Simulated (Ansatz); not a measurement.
Sb (A7 type, space group R-3m)

```xyz
2
Lattice="2.1640 1.2494 3.7814 -2.1640 1.2494 3.7814 0.0000 -2.4987 3.7814" Properties=species:S:1:pos:R:3 pbc="T T T"
Sb     0.0000     0.0000     2.6459
Sb     0.0000     0.0000     8.6984
```

Two coordinates are scanned: the volume, and the ratio of the stretch along z (the conventional c axis) to the stretch across it. Atoms keep their fractional coordinates.

Computed with r2SCAN+rVV10 (plane waves to 500 eV, PAW, scalar-relativistic; Ansatz, a quantum-chemistry and plane-wave program). k mesh 13×13×13 (Γ-centred), Fermi-Dirac smearing 0.05 eV. Stress and pressure are positive under compression. As the atoms are clamped, bonds stretch with the cell, which overstates energies and stresses. With partly filled bands, the response to shear is sensitive to the k mesh, so small differences along c/a are uncertain. Sb was relaxed with its symmetry unable to fall. Spin-orbit coupling is left out, though Sb is heavy.

At one point of the scan the stress tensor (GPa) is:

```
    1.7      0.0      0.0
    0.0      1.7      0.0
    0.0      0.0      0.7
```

Question: Which point is it?
(A) V/V₀ = 0.980, (c/a)/(c/a)₀ = 0.980
(B) V/V₀ = 0.960, (c/a)/(c/a)₀ = 0.980
(C) V/V₀ = 0.960, (c/a)/(c/a)₀ = 1.020
(D) V/V₀ = 0.980, (c/a)/(c/a)₀ = 1.020

Answer: D, V/V₀ = 0.980, (c/a)/(c/a)₀ = 1.020

(Under strain, the slope of the energy per volume gives the stress and its curvature an elastic modulus.)
